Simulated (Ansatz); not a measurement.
The start is a generated cell, MgB2 built in the AFLOW prototype AB2_mC6_12_a_i (C34, as in Te2Au). A full variable-cell relaxation at zero pressure is run with PBE (plane waves to 420 eV, PAW, scalar-relativistic; Ansatz, a program for electronic structure). First-step values are on the input's coarse k-mesh.

Ansatz input (later rounds restart from its end on a renewed k-mesh):
Ansatz 0.2 input:
```yaml
crystal:
  lattice:
    - [2.6332727, -1.6142486, 0]
    - [2.6332727, 1.6142486, 0]
    - [-0.0025925, 0, 3.7134668]
  atoms:
    - { symbol: Mg, position: [0, 0, 0] }
    - { symbol: B, position: [0.6879, 0.6879, 0.2889] }
    - { symbol: B, position: [0.3121, 0.3121, 0.7111] }
basis: { ecutwfc: 420, ecutrho_ratio: 4, xc_grid: 2, fft_grid_basis: typed }
kpoints: { mp_grid: { grid: [8, 8, 6] } }
hamiltonian:
  xc: pbe
  dispersion: none
  pseudopotentials: { kind: paw }
scf: { occupations: { method: fermi_dirac, width: 0.05 } }
relax: { f_tol: 0.01, max_steps: 100, cell: { stress_tol: 0.02 } }
output: { forces: true, stress: true }
```

Question: How large is the pressure on the unrelaxed cell, and of which sign?

Answer: +28 GPa (positive: the cell is compressed).

Question: Which atoms feel the largest initial force, and how large is it?

Answer: About 6.3 eV/Å, on B2, B3 (atoms numbered as listed).

Question: Does the structure survive the relaxation? Give the final space group.

Answer: The space group goes from C2/m (No. 12) to P6/mmm (No. 191); the end is AFLOW prototype AB2_hP3_191_a_d (C32, as in AlB2), with 3 atoms in the primitive cell.

Question: By how much does the energy per atom fall from start to end?

Answer: 2.35 eV/atom.

Question: How do the shortest distances between atoms change?

Answer: The closest pairs of elements (up to four, under 3.6 Å), start → end: B–B 2.34 → 1.77 Å; B–Mg 1.96 → 2.50 Å; Mg–Mg 3.09 → 3.07 Å.

Question: Write out the relaxed structure.

Answer: 
```cif
data_B2Mg
_chemical_formula_sum 'Mg1 B2'
_space_group_name_H-M_alt 'P6/mmm'
_space_group_IT_number 191
_space_group_name_Hall '-P 6 2'
_cell_length_a 3.07432
_cell_length_b 3.07432
_cell_length_c 3.52754
_cell_angle_alpha 90.000
_cell_angle_beta 90.000
_cell_angle_gamma 120.000
loop_
_atom_site_label
_atom_site_type_symbol
_atom_site_symmetry_multiplicity
_atom_site_Wyckoff_symbol
_atom_site_fract_x
_atom_site_fract_y
_atom_site_fract_z
_atom_site_occupancy
Mg1 Mg 1 a 0.00000 0.00000 0.00000 1
B1 B 2 d 0.33333 0.66667 0.50000 1
```

Final values are on a 17×17×13 k-mesh of the relaxed cell. No spin polarisation in the result.

The run could not lose the symmetry of its start.

The first start was generated by placing the elements on the sites of a structure type. A measured structure of MgB2 has the same space group, P6/mmm (No. 191); the sites were not compared with it.
